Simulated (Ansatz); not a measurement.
Ag (dhcp (α-La type), P6_3/mmc), a = 2.820 Å, b = 2.820 Å, c = 9.300 Å, α = 90.00°, β = 90.00°, γ = 120.00°.

Relaxed with LDA.

### Question
Which orbitals make up the states near the Fermi level in DFT-LDA in the program Ansatz with PAW potentials?

### Answer
Within 0.5 eV of the Fermi level: Ag 5s 52 %, Ag 4d 19 %, outside the projected shells 29 %. Projections are on Löwdin-orthogonalised atomic valence shells; empty p or d shells of many metals are not among them.

### Question
Tabulate the density of states.

### Answer
States/eV per cell of 4 atoms, in 0.25 eV bins, energy from the Fermi level.

```tsv
E (eV)	total	Ag 4d	Ag 5s	Ag 4p
-7.85	0.26	0.00	0.25	0.00
-7.60	0.35	0.01	0.33	0.00
-7.35	0.45	0.02	0.41	0.00
-7.10	0.59	0.05	0.52	0.01
-6.85	1.64	0.86	0.75	0.01
-6.60	7.10	5.55	1.52	0.02
-6.35	10.53	8.95	1.52	0.02
-6.10	11.83	10.68	1.08	0.02
-5.85	8.11	7.55	0.49	0.02
-5.60	6.83	6.49	0.27	0.01
-5.35	11.08	10.55	0.42	0.02
-5.10	10.29	9.88	0.34	0.01
-4.85	12.42	11.92	0.38	0.02
-4.60	11.96	11.38	0.47	0.01
-4.35	10.87	10.29	0.43	0.01
-4.10	9.20	8.79	0.30	0.01
-3.85	9.33	8.99	0.25	0.01
-3.60	9.28	8.98	0.22	0.01
-3.35	9.82	9.55	0.21	0.00
-3.10	12.97	12.73	0.21	0.00
-2.85	10.54	10.26	0.26	0.00
-2.60	0.98	0.65	0.30	0.00
-2.35	0.91	0.53	0.36	0.00
-2.10	0.88	0.45	0.40	0.00
-1.85	0.88	0.40	0.44	0.00
-1.60	0.89	0.36	0.47	0.00
-1.35	0.90	0.32	0.50	0.00
-1.10	0.92	0.30	0.52	0.00
-0.85	0.96	0.27	0.54	0.00
-0.60	0.99	0.25	0.55	0.00
-0.35	1.06	0.23	0.56	0.00
-0.10	1.07	0.21	0.56	0.00
0.15	1.07	0.19	0.55	0.00
0.40	1.06	0.17	0.52	0.00
0.65	1.00	0.15	0.49	0.00
0.90	0.98	0.13	0.47	0.00
1.15	0.99	0.12	0.45	0.00
1.40	0.98	0.11	0.41	0.00
1.65	1.03	0.10	0.41	0.00
1.90	1.01	0.09	0.40	0.00
2.15	0.95	0.08	0.36	0.00
2.40	0.96	0.07	0.34	0.00
2.65	0.95	0.07	0.33	0.00
2.90	0.84	0.05	0.28	0.00
3.15	0.77	0.05	0.25	0.00
3.40	0.71	0.04	0.21	0.00
3.65	0.73	0.03	0.21	0.00
3.90	0.81	0.04	0.30	0.00
4.15	0.67	0.04	0.27	0.00
4.40	0.59	0.03	0.23	0.00
4.65	0.72	0.04	0.35	0.00
```

The workflow started from a Materials Project entry (that database holds measured and hypothetical structures alike); the Crystallography Open Database files this formula in space group No. 194, but the cells were not matched. It is not the phase usual at ambient conditions (space group No. 225). The cell was relaxed with LDA under the symmetry of its start; whether a distortion lowers the energy is not shown. No spin polarisation was allowed. Axis ratios of metals converge slowly with the k-mesh, so a and c are less sure than the volume. Spin–orbit coupling is left out wherever it is not named.

Potentials: the later of the program's two PAW sets.
